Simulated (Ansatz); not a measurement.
## What DFT gives for WC

```
W C
1.0
     2.92797    0.00000    0.00000
    -1.46399    2.53570    0.00000
     0.00000    0.00000    2.86540
W C
1 1
Direct
  0.00000 0.00000 0.00000
  0.66667 0.33333 0.50000
```

Method: PBE, spin-orbit coupling; PAW, plane waves to 420 eV, 11×11×10 Γ-centred mesh, gaussian occupations (width 0.2094 eV) (Ansatz 0.2.0), atoms fixed.

The state carries no moments; the state need not be the lowest.

Task: Is it stable against the elements?

Result: -0.12 eV an atom against the elements' usual phases (free molecules for gases, crystals otherwise, with no correction for O₂ or N₂), so it is bound against them; other compounds may still compete. Relaxing would lower it.

Task: What does the stress say?

Result: The pressure is -4.5 GPa (compression positive), so with the atoms held at these fractions the cell would first shrink. The principal stresses -7.1, -3.2, -3.2 GPa differ, so its shape would change too.

Task: Is there a gap?

Result: It is a metal, with about 0.28 states/eV a cell as the mean within 0.25 eV of the Fermi level, mostly W d (69 %) and C p (24 %).

Task: How is the charge shared?

Result: Bader charges in e: W +1.42, C -1.42. In the mean W gives up most and C takes most.

Origin: a database entry at a rescaled volume. Caveats: wide smearing; the SCF threshold is loose for a stress.
